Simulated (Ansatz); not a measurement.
Pd (fcc (Cu type)), relaxed with PBEsol (Ansatz, a program for electronic structure, plane waves, PAW): a = 3.8750 Å, b = 3.8750 Å, c = 3.8750 Å, α = 90.00°, β = 90.00°, γ = 90.00°.

B₀ by P(V) fit (GPa): 204
K_Hill (GPa): 205
G_Hill (GPa): 59.1
Θ_D (K): 303

Task: The same phase is relaxed and computed with LDA in the same code. What are the cell and these values now?

Result: a = 3.839 Å, b = 3.839 Å, c = 3.839 Å, α = 90.00°, β = 90.00°, γ = 90.00°.

* **B₀ by P(V) fit (GPa)**: 227
* **K_Hill (GPa)**: 228
* **G_Hill (GPa)**: 63.2
* **Θ_D (K)**: 312

All cells were relaxed under the symmetry of their starts (and spin orders); stability against distortions was not tested throughout. Rows with no word on spin ran without spin polarisation. Scalar-relativistic: spin–orbit coupling is off unless named, which matters more the heavier the elements.

Potentials: the later of the program's two PAW sets.

Ansatz is a plane-wave DFT program.
